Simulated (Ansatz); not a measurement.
Relaxed MgO (rock salt):

```
CELL_PARAMETERS angstrom
      0.00000     2.12687     2.12687
      2.12687     0.00000     2.12687
      2.12687     2.12687     0.00000
ATOMIC_POSITIONS crystal
  O  0.00000 0.00000 0.00000
  Mg 0.50000 0.50000 0.50000
```

In this cell atom 1 (O, nearest neighbour Mg at 2.127 Å; its periodic images, 3.0 Å or more away, move with it) is moved by u·(1.000, 0.000, 0.000) + v·(0.000, 1.000, 0.000); the rest is frozen.

All values below come from PBE (plane waves to 420 eV, PAW, scalar-relativistic; Ansatz, a quantum-chemistry and plane-wave program). k mesh 11×11×11 (Γ-centred), Fermi-Dirac smearing 0.05 eV. Energies are smeared free energies. MgO was relaxed with its symmetry unable to fall.

Changes of ΔE (eV/cell) from the point u = 0.000 Å, v = 0.000 Å when one coordinate moves alone (two changes are said to add if the coupling is within 5 % of the smaller one, nearly so within 20 %):

```
point                      change
-------------------------  ------
u = 0.000 Å, v = -0.320 Å  0.3404
u = 0.000 Å, v = -0.160 Å  0.0663
u = -0.320 Å, v = 0.000 Å  0.3404
u = -0.160 Å, v = 0.000 Å  0.0663
u = 0.160 Å, v = 0.000 Å   0.0663
u = 0.320 Å, v = 0.000 Å   0.3404
u = 0.000 Å, v = 0.160 Å   0.0663
u = 0.000 Å, v = 0.320 Å   0.3404
```

Q: Do the two effects add at u = -0.160 Å, v = -0.160 Å? Give the computed change.

A: The sum of the single changes is 0.0663 + (0.0663) = 0.1326; the calculation gives 0.1258, so the coupling contributes -0.0068 (under 20 % of the smaller single change, nearly additive).

Q: What is the change at u = 0.320 Å, v = -0.160 Å, where both move, and how far is it from the sum?

A: The sum of the single changes is 0.3404 + (0.0663) = 0.4067; the calculation gives 0.3771, so the coupling contributes -0.0296 (over 20 % of the smaller single change, not additive).

Q: What is the change at u = 0.320 Å, v = 0.320 Å, where both move, and how far is it from the sum?

A: The sum of the single changes is 0.3404 + (0.3404) = 0.6808; the calculation gives 0.5552, so the coupling contributes -0.1256 (over 20 % of the smaller single change, not additive).

(A displaced cell: forces are minus the slopes of the energy, force constants its curvatures, and phonons follow from these.)
